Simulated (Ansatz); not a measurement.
ReB (rock salt, space group No. 225) at seven volumes, DFT-PBEsol in the program Ansatz with PAW potentials, scaled uniformly. One row is withheld.

```csv
V (Å³/atom),P (GPa)
9.578,39.00
9.894,23.88
10.210,11.00
10.526,0.00
10.841,?
11.157,-17.41
11.473,-24.26
```

Question: Fit the shown pressures and predict the withheld one.

Answer: Third-order Birch–Murnaghan: P = (3/2)B₀(x^(7/2) − x^(5/2))[1 + (3/4)(B′ − 4)(x − 1)] with x = (V₀/V)^(2/3). Least squares on the six rows gives V₀ = 10.526 Å³/atom, B₀ = 338.1 GPa, B′ = 4.24. At V = 10.841, x = 0.9805 and P = -9.37 GPa. The run itself gave -9.39 GPa.

Space group Fm-3m (rock salt). A made-up cell: these elements were put on the sites of a structure type; neither database checked (COD, Materials Project) lists it. COD files the formula under space group No. 141. Whether it is the stable phase at ambient conditions was not checked. The PBEsol relaxation kept the symmetry of its start; its stability against distortions is not shown here. No spin polarisation was allowed. Scalar-relativistic: spin–orbit coupling is off unless named, which matters more the heavier the elements.

Potentials: the earlier of the program's two PAW sets. The files were generated under PBE; for other functionals the program regenerates the frozen cores, and for LDA and PBEsol the local potential too.
